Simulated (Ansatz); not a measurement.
**Does relaxation matter for the field gradients of SiC with Sn replacing Si?**

Start: a supercell of SiC (zinc blende type, F-43m) built from an entry of the Crystallography Open Database (COD), with all atoms left at the host's positions.

Space group F-43m (No. 216); a = 13.0740 Å.

| site | Wyckoff | site symmetry | x | y | z |
| --- | --- | --- | --- | --- | --- |
| Sn | 4a | -43m | 0.0000 | 0.0000 | 0.0000 |
| Si2 | 48h | ..m | 0.1667 | 0.0000 | 0.1667 |
| Si5 | 16e | .3m | 0.3333 | 0.8333 | 0.1667 |
| Si9 | 16e | .3m | 0.6667 | 0.6667 | 0.3333 |
| Si15 | 24f | 2.mm | 0.5000 | 0.6667 | 0.5000 |
| C28 | 16e | .3m | 0.0833 | 0.9167 | 0.0833 |
| C29 | 24g | 2.mm | 0.2500 | 0.9167 | 0.2500 |
| C33 | 48h | ..m | 0.5833 | 0.7500 | 0.4167 |
| C41 | 16e | .3m | 0.4167 | 0.5833 | 0.4167 |
| C54 | 4c | -43m | 0.7500 | 0.2500 | 0.7500 |

One atom of each set is listed; the run and its k-mesh use a cell of 54 atoms with edges of 9.24, 9.24, 9.24 Å.

Computed with Ansatz: DFT, PBE, plane waves and PAW, scalar-relativistic, 420 eV cutoff, Γ-centred 3×3×3 k-points, Fermi–Dirac smearing 0.01 eV.

The largest force at the start is 6.6 eV/Å. Relaxing the ions at fixed cell moves them by 0.188 Å at most (atom 28, C) and 0.053 Å rms.

```json
{"site": "Sn", "moved (Å)": "0.000", "first shell before": "4 C at 1.89 Å", "first shell after": "4 C at 2.07 Å", "V_zz before (10²¹ V/m²)": "0.00", "η before": "–"}
{"site": "Si2", "moved (Å)": "0.032", "first shell before": "4 C at 1.89 Å", "first shell after": "4 C at 1.85–1.89 Å", "V_zz before (10²¹ V/m²)": "-0.12", "η before": "0.92"}
{"site": "Si5", "moved (Å)": "0.001", "first shell before": "4 C at 1.89 Å", "first shell after": "4 C at 1.89 Å", "V_zz before (10²¹ V/m²)": "0.061", "η before": "0.00"}
{"site": "Si9", "moved (Å)": "0.000", "first shell before": "4 C at 1.89 Å", "first shell after": "4 C at 1.89 Å", "V_zz before (10²¹ V/m²)": "-0.024", "η before": "0.00"}
{"site": "Si15", "moved (Å)": "0.000", "first shell before": "4 C at 1.89 Å", "first shell after": "4 C at 1.89 Å", "V_zz before (10²¹ V/m²)": "0.036", "η before": "0.55"}
{"site": "C28", "moved (Å)": "0.188", "first shell before": "1 Sn at 1.89 Å, 3 Si at 1.89 Å", "first shell after": "3 Si at 1.85 Å, 1 Sn at 2.07 Å", "V_zz before (10²¹ V/m²)": "-0.29", "η before": "0.00"}
{"site": "C29", "moved (Å)": "0.003", "first shell before": "4 Si at 1.89 Å", "first shell after": "4 Si at 1.86–1.89 Å", "V_zz before (10²¹ V/m²)": "-0.100", "η before": "0.06"}
{"site": "C33", "moved (Å)": "0.003", "first shell before": "4 Si at 1.89 Å", "first shell after": "4 Si at 1.89 Å", "V_zz before (10²¹ V/m²)": "0.071", "η before": "0.37"}
{"site": "C41", "moved (Å)": "0.000", "first shell before": "4 Si at 1.89 Å", "first shell after": "4 Si at 1.89 Å", "V_zz before (10²¹ V/m²)": "-0.026", "η before": "0.00"}
```

(1) What are V_zz and η after the relaxation?

Results:

(1) 

```
site  V_zz after  η after  change of V_zz
  Sn        0.00        –            0.00
 Si2        0.80     0.59               –
 Si5       0.045     0.00           -0.02
 Si9      -0.053     0.00           -0.03
Si15      -0.020     0.08           -0.06
 C28        0.70     0.00           +0.99
 C29       -0.63     0.02           -0.53
 C33      -0.059     0.79               –
 C41       0.004     0.00           +0.03
```

The largest change of V_zz along a kept axis is on C28, from -0.29 to 0.70. V_zz changes sign on C28 (same axis), Si15 (same axis). On Si2, C33 the largest principal value lies along another axis in the second run, so the two V_zz can't be compared directly. Other sites without a gradient aren't listed.

The defect repeats with the cell of 54 atoms, so it feels its images: sites between two images don't show the values beside a lone defect, and zeros or small values of η there can come from the images' arrangement. Without spin–orbit coupling (the program notes it for Sn) the gradients are little affected as a rule: paired runs on crystals with a gap mostly move them by under 2 % at such atoms.
Before: The cell keeps the host's lattice, where the PBE pressure is 9 GPa. The neighbours have not yet relaxed around the defect (largest force 6.6 eV/Å), so the values at and beside it are those of a strained start, not of the defect in a real crystal.
After: The relaxation keeps the site symmetry -43m of the start, so the impurity can't leave its site; a start off the site could end lower. The cell keeps the host's lattice, where the PBE pressure is 7 GPa.
